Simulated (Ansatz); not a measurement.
Consider the following.

NbSi₂:
Space group P6/mmm (No. 191); a = b = 4.401 Å, c = 2.656 Å, α = β = 90.00°, γ = 120.00°

| atom | site | symmetry | x | y | z |
|---|---|---|---|---|---|
| Nb | 1a | 6/mmm | 0.0000 | 0.0000 | 0.0000 |
| Si | 2d | -6m2 | 0.3333 | 0.6667 | 0.5000 |

This is the PBE-relaxed structure.

All from PBE (plane waves, PAW; program Ansatz), unless another level is named. Predict the electronic character.

metallic (no gap).

Give the density of states at the Fermi level.

0.59 states/eV per atom (mean over ±0.08 eV).

What about the formation energy from the elements (no fitted shifts)?

-0.083 eV/atom.

The cell is a constructed one: a structure type filled with these elements; neither database checked (COD, Materials Project) lists it. COD files the formula under space group No. 180, 181, so this cell is another polymorph or a model. Whether it is the stable phase at ambient conditions was not checked. Symmetry was held in the PBE relaxation; its stability against distortions is not shown here. No spin polarisation was allowed. The references are the lowest solids computed at this level, not always the standard phases. Spin–orbit coupling is left out wherever it is not named.

Potentials: the later of the program's two PAW sets.
